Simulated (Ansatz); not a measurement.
The start is a relaxed Co cell shaken by Gaussian noise of σ = 0.08 Å a coordinate. Cell shape, volume and atoms are optimised at zero target pressure with PBE (plane waves to 420 eV, PAW, scalar-relativistic; Ansatz, a program for electronic structure). The first steps use a coarse 7×7×7 k-mesh.

Initial structure:
```
Co
1.0
    4.46547     0.00000     0.00000
    0.00000     4.46547     0.00000
    0.00000     0.00000     4.46547
Co
8
Direct
  0.24580   0.02578   0.47640
  0.74704   0.00857   0.47295
  0.98761   0.53558   0.22162
  0.98965   0.50013   0.74641
  0.51313   0.25817   0.97669
  0.50605   0.75388   0.01289
  0.01020   0.95496   0.98630
  0.50220   0.50223   0.48194
```
Spin-polarised start, with parallel moments on Co.

- Initial pressure = +4.1 GPa (positive: the cell is compressed)
- Shortest distances (start → end) = The closest pairs of elements (up to four, under 3.6 Å), start → end: Co–Co 2.13 → 2.23 Å
- Band gap at the end = zero (metallic)
- Optimiser moves = 6

Relaxed structure:

Space group Pm-3n (No. 223); a = 4.4655 Å, b = 4.4655 Å, c = 4.4655 Å, α = 90.00°, β = 90.00°, γ = 90.00°

| atom | site | symmetry | x | y | z |
|---|---|---|---|---|---|
| Co | 6c | -4m.2 | 0.0000 | 0.5000 | 0.2500 |
| Co | 2a | m-3. | 0.0000 | 0.0000 | 0.0000 |

Final values are on a 11×11×11 k-mesh of the relaxed cell. Spin state reached: ferromagnetic (net 1.70 μB/atom), from parallel starting moments; other spin orders were not run from this start.

The relaxed structure here is a generated cell of Co: the first start was made by placing the elements on the sites of a structure type, and the end was not matched to a known phase here, so it may be hypothetical. Known forms of Co include space group No. 194.
